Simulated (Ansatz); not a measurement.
One crystal and one scan (energy against volume) at two levels, PBE (plane waves to 420 eV, PAW, scalar-relativistic; Ansatz, an electronic-structure program) and r2SCAN (plane waves to 500 eV, PAW, scalar-relativistic; Ansatz), each from its own relaxed cell and on its own mesh.

The crystal is ZnInGaO₄ (InGaZnO4 type, space group R3m); the cell is scaled evenly about its relaxed volume V₀.

E stands for the smeared free energy. The PAW data are Ansatz's earlier set. ZnInGaO4 was relaxed with its symmetry unable to fall. With the shape held, the modulus is that of even scaling; a crystal free to change shape is softer. Both scans cover V/V₀ from 0.840 to 1.160.

| quantity | run 1 | run 2 |
|---|---|---|
| Lattice constant a (Å) | 3.356 | 3.311 |
| Lattice constant c (Å) | 26.11 | 25.76 |
| Relaxed volume (Å³/atom) | 12.13 | 11.65 |
| Pressure at the smallest volume (GPa) | 40.0 | 46.3 |
| Energy cost of the largest compression (meV/atom) | 206.3 | 229.8 |
| Energy cost of the largest expansion (meV/atom) | 113.3 | 127.5 |
| Bulk modulus at fixed cell shape B₀ (third-order Birch-Murnaghan fit) (GPa) | 154.0 | 179.7 |
| Pressure for 5 % compression (fit) (GPa) | 8.9 | 10.3 |

Q: Which run is which level?

A: Run 1 is PBE, run 2 is r2SCAN. PBE gives the higher value for: lattice constant a; lattice constant c; relaxed volume. PBE gives the lower value for: pressure at the smallest volume; energy cost of the largest compression; energy cost of the largest expansion; bulk modulus at fixed cell shape B₀; pressure for 5 % compression.

(A scan under strain: stresses follow from slopes of the energy per volume, elastic moduli from its curvatures.)
